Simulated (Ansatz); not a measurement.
## Gradients in Bi2Se3 at several cell volumes

Reference cell: a COD entry, its atoms then relaxed with PBE in this cell.

```
Bi Se
1.0
     1.96496    1.13447    9.14266
    -1.96496    1.13447    9.14266
     0.00000   -2.26894    9.14266
Bi Se
2 3
Direct
  0.59732 0.59732 0.59732
  0.40268 0.40268 0.40268
  0.79544 0.79544 0.79544
  0.20456 0.20456 0.20456
  0.00000 0.00000 0.00000
```

Sites (sets of like atoms) are named by element and the number of their first atom in this list.

Method: Kohn–Sham DFT in Ansatz, PBE, plane waves and PAW, scalar-relativistic, 420 eV cutoff, Γ-centred 14×14×14 k-points, Fermi–Dirac smearing 0.05 eV.

The cell is scaled uniformly, and the ions relax again at each size.

V_zz in 10²¹ V/m²:

```tsv
V/V₀	Bi V_zz (η)	Se3 V_zz (η)	Se5 V_zz (η)
0.94	3.46 (0.00)	5.54 (0.00)	9.39 (0.00)
0.96	3.13 (0.00)	5.14 (0.00)	9.43 (0.00)
0.98	2.84 (0.00)	4.71 (0.00)	9.50 (0.00)
1.00	2.53 (0.00)	4.21 (0.00)	9.43 (0.00)
1.06	1.79 (0.00)	2.66 (0.00)	9.09 (0.00)
```

Task: One more run gives Bi 2.30 (0.00), Se3 3.78 (0.00), Se5 9.39 (0.00). At which V/V₀ was it made?

Result: V/V₀ = 1.02. Se3 changes steadily, and interpolating it between the rows gives 1.017. Logarithmic slopes d ln|V_zz|/d ln V over the series, for the sites that change steadily: Bi -5.5, Se3 -6.0. Point charges on a uniformly scaled lattice would give −1; atoms that shift within the cell as it changes, and charge that moves in the bonds, make the difference.

On Se5 the rows don't lie on one smooth curve; each relaxation stops at forces of about 0.02 eV/Å, which can cause such scatter.

No dispersion correction is included, which matters between the layers of this solid.

At this cell the PBE pressure is 12 GPa, so with PBE the cell would grow if it were relaxed. The entry's cell may itself be off. With no gap above 0.1 eV, as in a metal, the gradients converge slowly in k; expect changes of a tenth or more on a denser mesh. Spin–orbit coupling is left out, which shifts gradients on Bi by a few per cent in wide-gap crystals, and can shift them far more where the calculated gap is small or absent, as here. Semilocal functionals make gaps too small and can close them, so the real compound need not be a metal.
